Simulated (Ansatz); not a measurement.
Input:

TiCl3:
```cif
data_Cl6Ti2
_chemical_formula_sum 'Cl6 Ti2'
_space_group_name_H-M_alt 'P63/mcm'
_space_group_IT_number 193
_space_group_name_Hall '-P 6c 2'
_cell_length_a 6.01606
_cell_length_b 6.01606
_cell_length_c 5.52235
_cell_angle_alpha 90.000
_cell_angle_beta 90.000
_cell_angle_gamma 120.000
loop_
_atom_site_label
_atom_site_type_symbol
_atom_site_symmetry_multiplicity
_atom_site_Wyckoff_symbol
_atom_site_fract_x
_atom_site_fract_y
_atom_site_fract_z
_atom_site_occupancy
Cl1 Cl 6 g 0.31899 0.31899 0.75000 1
Ti1 Ti 2 b 0.00000 0.00000 0.00000 1
```

This is the LDA-relaxed structure.

**Question.** All from the program Ansatz at the LDA level (PAW), unless another level is named. Predict the electronic character.

**Answer.** metallic (no gap).

**Question.** Next, the formation energy from the elements (no fitted shifts)?

**Answer.** -1.64 eV/atom.

**Question.** What about the density of states at the Fermi level?

**Answer.** 0.87 states/eV per atom (mean over ±0.08 eV).

Space group P6_3/mcm. The workflow started from an entry of the Crystallography Open Database (COD), which files this formula under 6 space groups. Its standing as an ambient phase is unchecked. The LDA relaxation kept the symmetry of its start; its stability against distortions is not shown here. No spin polarisation was allowed. A crystal of weakly bound chains computed without a dispersion correction: the cell and the soft elastic constants depend strongly on that. Without spin polarisation and U, an open-shell compound can come out a false metal. The references are the lowest solids computed at this level, not always the standard phases (solids in place of the gases).

Potentials: the later of the program's two PAW sets.
